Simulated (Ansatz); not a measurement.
TiC (rock salt, space group No. 225) at seven volumes, PBE in the plane-wave PAW code Ansatz, scaled uniformly. One row is withheld.

| V (Å³/atom) | P (GPa) |
|---|---|
| 9.253 | 28.52 |
| 9.558 | 17.55 |
| 9.863 | 8.13 |
| 10.168 | 0.02 |
| 10.473 | -6.96 |
| 10.778 | ? |
| 11.083 | -18.12 |

**Question.** Fit the shown pressures and predict the withheld one.

**Answer.** P = (3/2)B₀(x^(7/2) − x^(5/2))[1 + (3/4)(B′ − 4)(x − 1)] with x = (V₀/V)^(2/3). Least squares on the six rows gives V₀ = 10.169 Å³/atom, B₀ = 250 GPa, B′ = 4.00. At V = 10.778, x = 0.9620 and P = -12.94 GPa. The run itself gave -12.96 GPa.

Space group Fm-3m (rock salt). The PBE relaxation kept the symmetry of its start; phonons on a q-mesh show no instability. No spin polarisation was allowed.

Potentials: the later of the program's two PAW sets.
